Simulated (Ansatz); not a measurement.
TiCrC4N4: start and end of a relaxation

The guess for TiCrC4N4 was made by a generator: two interpenetrating cyanide-bridged diamond nets (P-43m, No. 215). Its size is a rough estimate.

start.cif

```cif
data_structure
_symmetry_space_group_name_H-M 'P 1'
_symmetry_Int_Tables_number 1
_cell_length_a 5.9329
_cell_length_b 5.9329
_cell_length_c 5.9329
_cell_angle_alpha 90.000
_cell_angle_beta 90.000
_cell_angle_gamma 90.000
_cell_volume 208.83
loop_
_atom_site_label
_atom_site_type_symbol
_atom_site_fract_x
_atom_site_fract_y
_atom_site_fract_z
_atom_site_occupancy
Ti1 Ti 0.50000 0.50000 0.50000 1
Cr1 Cr 0.00000 0.00000 0.00000 1
C1 C 0.18859 0.18859 0.18859 1
C2 C 0.18859 0.81141 0.81141 1
C3 C 0.81141 0.18859 0.81141 1
C4 C 0.81141 0.81141 0.18859 1
N1 N 0.30245 0.30245 0.30245 1
N2 N 0.30245 0.69755 0.69755 1
N3 N 0.69755 0.30245 0.69755 1
N4 N 0.69755 0.69755 0.30245 1
```

Method: Ansatz 0.2.0, DFT PBE, scalar-relativistic, plane waves, PAW. Cutoff 420 eV, Gaussian smearing, Γ-centred meshes. Cell and atoms relax first on a coarse mesh and then on a finer one. In between, the cell is made exact in the group found at 0.06 Å. In metals the finer mesh still leaves noise of several meV/atom or more. The steps can't lower the symmetry of their start, moments included. Collinear spin, starting moments -1 3 0 0 0 0 0 0 0 0 μB in the order of the atoms.

end.cif

```cif
data_structure
_symmetry_space_group_name_H-M 'P 1'
_symmetry_Int_Tables_number 1
_cell_length_a 5.9167
_cell_length_b 5.9167
_cell_length_c 5.9167
_cell_angle_alpha 90.000
_cell_angle_beta 90.000
_cell_angle_gamma 90.000
_cell_volume 207.12
loop_
_atom_site_label
_atom_site_type_symbol
_atom_site_fract_x
_atom_site_fract_y
_atom_site_fract_z
_atom_site_occupancy
Ti1 Ti 0.50000 0.50000 0.50000 1
Cr1 Cr 0.00000 0.00000 0.00000 1
C1 C 0.19334 0.19334 0.19334 1
C2 C 0.19334 0.80666 0.80666 1
C3 C 0.80666 0.19334 0.80666 1
C4 C 0.80666 0.80666 0.19334 1
N1 N 0.30962 0.30962 0.30962 1
N2 N 0.30962 0.69038 0.69038 1
N3 N 0.69038 0.30962 0.69038 1
N4 N 0.69038 0.69038 0.30962 1
```

The symmetry stays P-43m (No. 215). The volume per atom shrinks by 0.8 %, from 20.9 to 20.7 Å³. The shortest distance goes from 1.17 Å (C–N) to 1.19 Å (C–N).

```json
{
 "Volume per atom": "20.71 Å³",
 "Density": "1.63 g/cm³",
 "Energy over the elements": "+0.20 eV/atom",
 "Gap on the 6×6×6 mesh of the 10-atom cell": "0 eV (a metal)",
 "Net moment per atom": "0.40 μB",
 "Moment by site": "Ti -0.1; Cr 2.4 μB"
}
```

Formation energies are uncorrected and refer to the elements' standard structures at the same level (N₂ as a molecule). A positive value: parting into the elements would lower its energy.

The last run used collinear spin and Gaussian smearing of 0.10 eV. In such compounds of Cr and Ti a zero gap at this level may well be an artefact, since no Hubbard U is applied. The reference form of C is held partly by dispersion forces, which this level lacks. Another magnetic order may lie lower. A structure relaxed within its symmetry needn't be a true minimum. In all, the 3 runs took 89 s on 1 thread of AMD EPYC 9R45 96-Core Processor (Zen 5) (shared host). Site moments count only spheres around the atoms; the net moment includes the space between them.
